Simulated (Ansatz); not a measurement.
Cu3Sb in space group P6/mmm (No. 191; Sb on 1a, Cu on 1b, Cu on 2c) under volume change, PBE in the plane-wave PAW code Ansatz, shape and atoms relaxed at each volume.

```tsv
V (Å³/atom)	E − E(relaxed) (meV/atom)	P (GPa)
20.026	40.1	7.17
20.686	16.5	4.32
21.346	3.8	1.93
22.007	0.0	0.00
22.667	3.1	-1.42
23.327	11.4	-2.60
23.987	24.4	-3.72
```

What does a third-order Birch–Murnaghan fit give for V₀, B₀ and B′?

V₀ = 22.03 Å³/atom, B₀ = 56.1 GPa, B′ = 6.2.

The start of the workflow was typed in or built on a structure type; neither database checked (COD, Materials Project) lists it. Whether it is the stable phase at ambient conditions was not checked. The PBE relaxation kept the symmetry of its start; its stability against distortions is not shown here. The run is not spin-polarised. Its formation energy is positive at this level, so the cell may be metastable or incomplete. Scalar-relativistic: spin–orbit coupling is off unless named, which matters more the heavier the elements.

Potentials: the earlier of the program's two PAW sets.
